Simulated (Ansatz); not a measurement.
**InAg$_{3}$: enthalpy under pressure, worked through**

Theory: Ansatz, DFT PBEsol, scalar-relativistic, plane waves, PAW. Settings: 420 eV cutoff, 10×10×10 k-mesh, Gaussian smearing of 0.10 eV, no spin polarisation.

Reference structure (relaxed):

```yaml
crystal:
  lattice:
    - [4.13817, 0.00000, 0.00000]
    - [0.00000, 4.13817, 0.00000]
    - [0.00000, 0.00000, 4.13817]
  atoms:
    - { symbol: In, position: [0.00000, 0.00000, 0.00000] }
    - { symbol: Ag, position: [0.00000, 0.50000, 0.50000] }
    - { symbol: Ag, position: [0.50000, 0.00000, 0.50000] }
    - { symbol: Ag, position: [0.50000, 0.50000, 0.00000] }
```

Cell and atoms were relaxed at each target pressure within the start's symmetry (Pm-3m), at zero temperature; other phases can be more stable under pressure. H = E + PV with P the target; E is the free energy at the smearing used, whose derivative the pressure is, per atom and counted from zero pressure. The mesh named is that at zero pressure; some other pressures ran on another.

```
P (GPa) V (Å³/atom) E − E0 (meV) H − H0 (meV)
      0       17.716           0.0           0.0
      1       17.542           0.6         110.1
      4       17.116           7.2         434.5
     12       16.218          50.8        1265.5
     25       15.197         168.7        2539.9
     50       13.922         458.5        4803.4
     90       12.667         994.1        8109.6
```

Thermodynamics gives dH/dP = V along a relaxed path. Integrate V over P by the trapezoid rule and compare with the computed enthalpies.

With 1 eV/Å³ = 160.22 GPa, each step adds the mean volume times ΔP / 160.22:
```tsv
P (GPa)	∫V dP (meV)	H − H0 (meV)	difference (meV)
1	110.0	110.1	0.0
4	434.5	434.5	0.0
12	1266.7	1265.5	1.3
25	2541.2	2539.9	1.3
50	4813.1	4803.4	9.7
90	8132.2	8109.6	22.6
```

V(P) curves upward, so the trapezoid rule runs high; integrating a smooth curve through the same points (P as a polynomial of degree 4 in ln V) puts that excess at about 24.6 meV at 90 GPa, against the 22.6 meV found. What is left comes from the shape of V(P) between points this far apart, and from the mesh, the smearing and the stress tolerance.

At 90 GPa, how much of the enthalpy change is stored energy and how much is the PV term?

E rises by 994 meV/atom and PV is 90 × 12.667 / 160.22 = 7116 meV/atom, so PV makes 88 % of ΔH. So between rival structures at high pressure a small difference in volume can outweigh the difference in energy: 1 % of this volume is worth 71.2 meV/atom at this pressure.

What bulk modulus do the lowest pressures give?

From the pressures that the runs reached, -0.99 GPa (17.889 Å³) and 1.06 GPa (17.542 Å³), B = −ΔP/Δln V = 2.05 / 0.0196 = 105 GPa, a mean over that range.